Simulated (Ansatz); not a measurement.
The geometry is COD entry 9008470, unchecked; take it as a test cell. The listed cell was then made from it by scaling, straining or moving an atom.

An input for Ir: DFT, PBEsol, PAW with Ansatz's default frozen-core files, scalar-relativistic (Ansatz 0.2.0). The PAW files were made with PBE; their cores are remade for this functional.

Command: `ansatz run input.yaml --threads 1 --pin off --max-ram 3072MiB --backend cpu --events-out ev --progress --plain --runs-dir out` The run took 2.7 s on 1 thread of Intel(R) Xeon(R) 6975P-C (Granite Rapids), on a shared host, peak memory 0.44 GiB.

```yaml
crystal:
  lattice:
    - [0.038394, 1.938897, 1.938897]
    - [1.938897, 0.038394, 1.938897]
    - [1.938897, 1.938897, 0.038394]
  atoms:
    - { symbol: Ir, position: [0.0, 0.0, 0.0] }
kpoints:
  mp_grid: { grid: [15, 15, 15] }
scf:
  occupations: { method: fermi_dirac, width: 0.05 }
hamiltonian:
  xc: pbesol
  pseudopotentials: { kind: paw }
output:
  forces: true
  stress: true
  eigenvalues: true
  efg: { contact_densities: true }
```

Set-up and iterations as logged by Ansatz (the results part is left out, to be predicted):

```
Engine: ansatz 0.2.0
Pseudopotentials: kind: paw
Pseudopotential: Ir, paw, valence charge 17, recommended cutoff 420 eV (normal)
Functional definition: PBEsol
  exchange = pbesol_x
  correlation = pbesol_c
Crystal: 1 atoms, lattice volume = 14.145 Å³
Basis set: ecut = 420 eV, 283 PW (Γ), exchange–correlation on 40×40×40 points (8 copies of the dense FFT grid, shifted against one another)
Bands: 13, of which v1, the nominal top of the filled ones, is band 9 counted from 1 (8 counted from 0)
Symmetry: 12 space group operations
Space group: R-3m (ITA 166), of the structure as read, at distance tolerance 2.4e-5 Å
k-points: 344 of 3375
Non-local potential: Ir, projectors of the file, l = 0: 3, l = 1: 2, l = 2: 2, l = 3: 1
PAW form: soft (Blöchl's): semilocal exchange-correlation on the pseudo side does not see the compensation charge
PAW frozen core: Ir, regenerated for the run's functional, and the local potential with it (the file was generated under x = pbe(κ = 0.804, μ = 0.2195149727645171), c = pbe(β = 0.06672455060314922))
PAW one-centre angular grid: Ir, 590 points (default); XC on 64 Gauss nodes
Initial density: superposition of atomic densities (neutral atoms: chi_scale 0, normalization atom), corrected by the library's trained network
Initial wavefunctions: pseudopotential atomic-orbital guess
Functional: x = pbesol(κ = 0.804, μ = 0.12345679012345678), c = pbesol(β = 0.046)
SCF iter   1: F=—  HF=-11799.029182 eV  |F-HF|=—  |Δ(HF+E_count)|=         —  Δρ=5.77e-3  dr2=2.15e-3  ethr=1.77e-3  ⟨swp⟩=5.1  Hψ=23009  notcnv=0
SCF iter   2: F=—  HF=-11799.028852 eV  |F-HF|=—  |Δ(HF+E_count)|=   3.31e-4  Δρ=3.06e-3  dr2=5.49e-4  ethr=1.26e-5  ⟨swp⟩=2.1  Hψ=8252  notcnv=0
SCF iter   3: F=—  HF=-11799.028867 eV  |F-HF|=—  |Δ(HF+E_count)|=   1.50e-5  Δρ=2.36e-4  dr2=3.73e-6  ethr=3.23e-6  ⟨swp⟩=2.0  Hψ=5952  notcnv=0
SCF iter   4: F=—  HF=-11799.028864 eV  |F-HF|=—  |Δ(HF+E_count)|=   2.93e-6  Δρ=6.32e-5  dr2=1.61e-7  ethr=2.19e-8  ⟨swp⟩=2.4  Hψ=6630  notcnv=0
iter 5 did not close the SCF: its close was put off for the readings that it lacked (scf_convergence_deferred on its scf_iter line)
SCF iter   5: F=-11799.028864 eV  HF=-11799.028864 eV  |F-HF|=6.93e-10  |Δ(HF+E_count)|=   1.02e-7  Δρ=6.94e-6  dr2=1.75e-9  ethr=9.46e-10  ⟨swp⟩=2.1  Hψ=6044  notcnv=0
SCF iter   6: F=-11799.028864 eV  HF=-11799.028864 eV  |F-HF|=6.91e-11  |Δ(HF+E_count)|=  9.80e-10  Δρ=1.40e-6  dr2=1.23e-10  ethr=1.03e-11  ⟨swp⟩=1.2  Hψ=13349  notcnv=0
```

What pressure will this run report?

-2.19 GPa (positive in compression).
